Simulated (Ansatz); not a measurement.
An Ansatz (a program for electronic structure) input:

Ansatz 0.2 input:
```yaml
crystal:
  lattice:
    - [3.8329364259, 0.0, 0.0]
    - [-1.916468213, 3.3194203159, 0.0]
    - [0.0, 0.0, 6.3184937413]
  atoms:
    - { symbol: Ga, position: [0.6666666667, 0.3333333333, 0.5000649335] }
    - { symbol: Ga, position: [0.3333333333, 0.6666666667, 0.0000649335] }
    - { symbol: P, position: [0.6666666667, 0.3333333333, 0.8739350665] }
    - { symbol: P, position: [0.3333333333, 0.6666666667, 0.3739350665] }
kpoints:
  mp_grid: { grid: [7, 7, 4] }
basis: { xc_grid: 2 }
hamiltonian:
  xc: pbesol
  pseudopotentials: { kind: paw }
scf:
  occupations: { method: fixed }
output:
  optics: { e_range: [0.0, 15.0], de: 0.05, sigma: 0.1, bands: { spectra_wanted_up_to: 12 eV } }
```

Problem. How many symmetry operations and irreducible k-points will the run report?

Solution. 12 operations, 24 of 196 k-points.

Problem. With a cutoff of 420 eV, how many plane waves at Γ?

Solution. 1581.

It took around 100 core-seconds (rough) on shared server cores.

Space group P6_3mc (wurtzite). The workflow started from a Materials Project entry (that database holds measured and hypothetical structures alike); the Crystallography Open Database copy checked does not list it. It is not the phase usual at ambient conditions (space group No. 216). Symmetry was held in the PBEsol relaxation; its stability against distortions is not shown here. Scalar-relativistic: spin–orbit coupling is off unless named, which matters more the heavier the elements.

Potentials: the later of the program's two PAW sets.

Ansatz is a plane-wave DFT program.
